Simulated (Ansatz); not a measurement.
## Stationary points along a deformation path in KCdF3

Computed with DFT PBEsol, scalar-relativistic, plane waves, PAW (Ansatz 0.2.0). Cutoff 420 eV, Γ-centred 6×6×6 k-points, Gaussian smearing of 0.05 eV. No spin polarisation. Energies are free energies at this smearing, counted from the undisturbed cell; pressure is positive in compression.

The starting cell (as given, not relaxed at this level; it stands at 0.1 GPa, and it needn't be the usual structure):

```
K Cd F
1.0
     4.38209    0.00000    0.00000
     0.00000    4.38209    0.00000
     0.00000    0.00000    4.38209
K Cd F
1 1 3
Cartesian
  0.0000 0.0000 0.0000
  2.1910 2.1910 2.1910
  0.0000 2.1910 2.1910
  2.1910 0.0000 2.1910
  2.1910 2.1910 0.0000
```

At fixed volume and fractional coordinates, lengths along (0.577, 0.577, 0.577) are scaled against those across it; ρ is that ratio over its starting value. V = 16.830 Å³/atom. Δσ is the stress along the axis less the mean stress across it (compression positive).

| ρ | ΔE (meV/atom) | Δσ (GPa) | space group |
| --- | --- | --- | --- |
| 0.500 | 824.9 | 46.09 | R-3m |
| 0.600 | 376.2 | 25.97 | R-3m |
| 0.710 | 144.9 | 13.98 | R-3m |
| 0.850 | 27.8 | 5.21 | R-3m |
| 0.930 | 5.2 | 2.09 | R-3m |
| 1.000 | 0.0 | 0.00 | Pm-3m |
| 1.080 | 5.5 | -2.05 | R-3m |
| 1.200 | 31.5 | -5.10 | R-3m |
| 1.410 | 124.1 | -11.85 | R-3m |
| 1.700 | 356.1 | -24.49 | R-3m |
| 2.000 | 714.0 | -38.36 | R-3m |

How does the stress give the slope of the energy, and where is the energy stationary?

Along the path d ln(length) is 2/3 d ln ρ on the axis and −1/3 d ln ρ across it, so dE/d ln ρ = −(2/3) V Δσ: the energy falls with ρ where Δσ is positive. Δσ vanishes or changes sign at ρ = 1.000 (Pm-3m), a minimum at 0.0 meV/atom. Pairs of stationary points between two samples would go unseen, and could change a minimum read from distant neighbours into a maximum. At ρ = 1.000 the cell is cubic, where symmetry alone makes the stress isotropic and the slope zero.

Which shear constant sets the curvature at ρ = 1?

For a cubic crystal E/V = (2/3) C (ln ρ)² with C = C44, so Δσ = −2C ln ρ. The parabola of Δσ against ln ρ through ρ = 0.930, 1 and 1.080 gives C ≈ 13.9 GPa with the ions clamped, rough because the steps are large.

The gap closes along the scan, which can put kinks into the curve.

Symmetry holds off the tilts and polar distortions that many cubic perovskites undergo.